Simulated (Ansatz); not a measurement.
Q: Each is relaxed and computed with r²SCAN (plane waves, PAW; program Ansatz). Which is the only one with a gap?
A) MgCoGe, P4/nmm (Mg on 2c, Co on 2a, Ge on 2c)
B) Na6MgCl8, Fm-3m (Na on 24d, Mg on 4a, Cl on 8c, Cl on 24e)
C) La2MgSi2, P4/mbm (La on 4h, Mg on 2a, Si on 4g)
D) MgNi2P, Pnma (Mg on 4c, Ni on 8d, P on 4c)

A: B, Na6MgCl8, Fm-3m (Na on 24d, Mg on 4a, Cl on 8c, Cl on 24e). Na6MgCl8: gap 6.08 eV; MgNi2P: metal; MgCoGe: metal; La2MgSi2: metal. Standing as an ambient phase not checked: Na6MgCl8, Fm-3m (Na on 24d, Mg on 4a, Cl on 8c, Cl on 24e); MgNi2P, Pnma (Mg on 4c, Ni on 8d, P on 4c); MgCoGe, P4/nmm (Mg on 2c, Co on 2a, Ge on 2c); La2MgSi2, P4/mbm (La on 4h, Mg on 2a, Si on 4g). All cells were relaxed under the symmetry of their starts (and spin orders); stability against distortions was not tested throughout. Rows with no word on spin ran without spin polarisation. Scalar-relativistic: spin–orbit coupling is off unless named, which matters more the heavier the elements.

Potentials: the later of the program's two PAW sets.
